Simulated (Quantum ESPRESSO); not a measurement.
Space group F-43m (No. 216); a = b = c = 5.4698 Å, α = β = γ = 90.00°

```tsv
atom	site	symmetry	x	y	z
Al	4a	-43m	0.0000	0.0000	0.0000
P	4d	-43m	0.7500	0.7500	0.7500
```
(The calculation used a cell of 2 atoms; values per cell refer to that cell.)

Cell and atoms were relaxed with PBEsol from Materials Project entry mp-1550, within its symmetry.

Q: What does PBEsol (pw.x of Quantum ESPRESSO, ONCV potentials, no spin-orbit coupling) give for the electronic structure near the Fermi level?

A: The PBEsol gap is indirect, 1.45 eV, from Γ to X; the smallest direct gap is 3.13 eV.
